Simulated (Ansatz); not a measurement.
La₃Ga:
```
La3Ga
1.0
    4.93497     0.00000     0.00000
    0.00000     4.93497     0.00000
    0.00000     0.00000     4.93497
La Ga
3 1
Direct
  0.00000   0.50000   0.50000
  0.50000   0.00000   0.50000
  0.50000   0.50000   0.00000
  0.00000   0.00000   0.00000
```

Relaxed with r²SCAN. Special points in fractions of this cell's reciprocal vectors: Γ (0.000, 0.000, 0.000); X (0.000, 0.500, 0.000); M (0.500, 0.500, 0.000); R (0.500, 0.500, 0.500).

### Question
List the band energies nearest the Fermi level at these points for the program Ansatz at the r²SCAN with spin–orbit coupling level (PAW).

### Answer
In eV from the Fermi level; about four levels below and three above (degenerate sets whole), none deeper than 8.9 eV; points with the same levels are listed once.

| k | below | above |
|---|---|---|
| Γ | -0.94 -0.94 -0.94 -0.94 | 0.76 0.76 0.83 0.83 0.83 0.83 |
| X | -0.82 -0.82 -0.65 -0.65 | 0.73 0.73 1.12 1.12 |
| M | -1.24 -1.24 -0.02 -0.02 | 0.01 0.01 0.24 0.24 |
| R | -1.10 -1.10 -1.10 -1.10 -1.09 -1.09 | 0.23 0.23 0.23 0.23 |

Space group Pm-3m (Cu3Au type). The workflow started from an entry of the Crystallography Open Database (COD). Whether it is the stable phase at ambient conditions was not checked. The cell was relaxed with r²SCAN under the symmetry of its start; its stability against distortions is not shown here. The volume moved by -34 % from the start of the relaxation. The volume fell by over 15 % from the filed cell, which may lack light atoms or belong to other conditions.

Potentials: the later of the program's two PAW sets.
